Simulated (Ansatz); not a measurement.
# Stationary points along a deformation path in HfB

The calculation used Ansatz 0.2.0, DFT LDA, scalar-relativistic, plane waves, PAW. Cutoff 420 eV, Γ-centred 20×20×20 k-points, Gaussian smearing of 0.15 eV. Spin–orbit coupling is left out, which can shift energies with elements as heavy as these. No spin polarisation. Energies are free energies at this smearing, counted from the undisturbed cell; pressure is positive in compression.

Zero of the scan (as given, not relaxed at this level; it stands at 18.1 GPa, and it needn't be the usual structure):

```
Hf B
1.0
     0.00000    2.31000    2.31000
     2.31000    0.00000    2.31000
     2.31000    2.31000    0.00000
Hf B
1 1
Cartesian
  2.3100 2.3100 2.3100
  0.0000 0.0000 0.0000
```

At fixed volume and fractional coordinates, lengths along (0.577, 0.577, 0.577) are scaled against those across it; ρ is that ratio over its starting value. V = 12.326 Å³/atom. Δσ is the stress along the axis less the mean stress across it (compression positive).

| ρ | ΔE (meV/atom) | Δσ (GPa) | space group |
| --- | --- | --- | --- |
| 0.500 | 509.3 | 0.00 | Pm-3m |
| 0.600 | 362.9 | 19.95 | R-3m |
| 0.710 | 197.1 | 16.10 | R-3m |
| 0.850 | 71.0 | 13.79 | R-3m |
| 1.000 | 0.0 | 0.00 | Fm-3m |
| 1.410 | 447.8 | -51.91 | R-3m |
| 2.000 | 1396.8 | -62.76 | R-3m |

Problem. How does the stress give the slope of the energy, and where is the energy stationary?

Solution. Along the path d ln(length) is 2/3 d ln ρ on the axis and −1/3 d ln ρ across it, so dE/d ln ρ = −(2/3) V Δσ: the energy falls with ρ where Δσ is positive. Δσ vanishes or changes sign at ρ = 0.500 (Pm-3m, an end of the scan), at 509.3 meV/atom; at ρ = 1.000 (Fm-3m), a minimum at 0.0 meV/atom. Pairs of stationary points between two samples would go unseen, and could change a minimum read from distant neighbours into a maximum. At ρ = 0.500, 1.000 the cell is cubic, where symmetry alone makes the stress isotropic and the slope zero.

In a metal these slopes depend on the k mesh and the smearing.